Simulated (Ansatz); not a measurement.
**Notes on Rb2NaCrP6**

```
P Rb Na Cr
1.0
     0.00000    4.55191    4.55191
     4.55191    0.00000    4.55191
     4.55191    4.55191    0.00000
P Rb Na Cr
6 2 1 1
Cartesian
  2.0028 4.5519 4.5519
  4.5519 2.0028 4.5519
  7.1010 4.5519 4.5519
  4.5519 7.1010 4.5519
  4.5519 4.5519 2.0028
  4.5519 4.5519 7.1010
  2.2760 2.2760 2.2760
  6.8279 6.8279 6.8279
  4.5519 4.5519 4.5519
  0.0000 0.0000 0.0000
```

Method: PBE, no spin polarisation; PAW, plane waves to 420 eV, 7×7×7 Γ-centred mesh, fermi-dirac occupations (width 0.1 eV) (Ansatz 0.2.0), atoms fixed.

**Question.** Is it stable against the elements?

**Answer.** 0.69 eV an atom against the elements' usual phases (free molecules for gases, crystals otherwise, with no correction for O₂ or N₂), so at this geometry it isn't bound against them. Relaxing would lower it.

**Question.** Where is the largest force?

**Answer.** The largest is on P2 (and as large on other atoms): 3.68 eV/Å, components (0.00, 3.68, 0.00). It makes 180° with the line to a nearest neighbour, Cr10 at 2.00 Å, pointing away from it.

**Question.** Give the Bader charges.

**Answer.** Bader charges in e: Rb +0.66, Na +0.77, Cr +0.17, P -0.38. In the mean Na gives up most and P takes most.

**Question.** Is there a gap?

**Answer.** It is a metal, with about 3.6 states/eV a cell as the mean within 0.25 eV of the Fermi level, mostly P p (70 %) and Cr d (17 %).

**Question.** What does the stress say?

**Answer.** The pressure is 23.1 GPa (compression positive), so with the atoms held at these fractions the cell would first expand; the forces are large, so a full relaxation may end otherwise.

Origin: a known structure type with other elements, at an estimated volume, so it need not be a known compound. Caveats: no spin polarisation, so a magnetic state may lie lower; atoms or cell far from equilibrium.
